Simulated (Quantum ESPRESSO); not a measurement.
# Strain and stress in Mg4S3

Calculated results; nothing here was measured. They come from pw.x of Quantum ESPRESSO 7.5, a plane-wave density functional program, with PseudoDojo standard norm-conserving files (v0.5 for PBE, v0.4.1 for LDA and PBEsol). The cells are made up: elements, strain and atom displacements were drawn at random, and nothing was relaxed. There is no spin polarisation, spin-orbit coupling or dispersion term.

The cell has 8 sites of a rocksalt lattice. Sites 1 to 4 hold Mg Mg Mg Mg; sites 5 to 8 hold S S empty S. Cell vectors in Å: (5.189, -0.053, 0.009); (-0.053, 5.147, -0.004); (0.009, -0.004, 5.153). Settings: PBE, cutoff 1143 eV, 6 x 6 x 6 k mesh shifted by half a step, Fermi-Dirac smearing of 0.1 eV.

Each run adds the same linear strain along x, y and z to one cell, with the atoms carried along; the vectors above are those of run 4. Stress is positive in tension and P is minus a third of its trace. E is the free energy for each atom above the lowest run shown. The last column is band 30 less band 29 at Gamma, from a band step after each run.

```
run,strain (%),s_xx (GPa),s_yy (GPa),s_zz (GPa),s_xy (GPa),P (GPa),E (meV/atom),level step at Gamma (eV)
1,-2.20,-5.40,-6.10,-5.52,-0.94,5.67,25.28,3.423
2,-1.99,-4.89,-5.56,-5.00,-0.94,5.15,21.30,3.393
3,-0.62,-1.85,-2.38,-1.89,-0.90,2.04,3.91,3.209
5,0.43,0.13,-0.30,0.13,-0.87,0.02,0.00,3.077
6,1.26,1.50,1.14,1.54,-0.85,-1.39,2.11,2.979
7,2.27,2.98,2.69,3.04,-0.82,-2.90,10.34,2.866
4,0.21,?,?,?,?,?,?,?
```

A rerun of one of these cells at 1437 eV and k mesh 8 x 8 x 8 moved values by no more than 0.002 eV in the cell's energy, 0.03 GPa in stress and 0.006 eV/Å in force.

## Worked fit

A parabola through the six runs shown gives P = 0.82 - 1.92 e + 0.128 e² GPa, with e in per cent and a scatter of 0.02 GPa. A linear strain of 1 % changes the volume by about 3 %, so the bulk modulus of this cell with clamped atoms is about 64 ± 1 GPa at e = 0. The error is the larger of the fit's own and the change that a cubic makes, rounded up.

## Withheld run

Question: what P should run 4 give?

The fit gives 0.42 GPa. The calculation gave 0.42 GPa.

```
run  strain (%)  s_xx (GPa)  s_yy (GPa)  s_zz (GPa)  s_xy (GPa)  P (GPa)  E (meV/atom)  level step at Gamma (eV)
  4        0.21       -0.26       -0.72       -0.27       -0.88     0.42          0.19                     3.104
```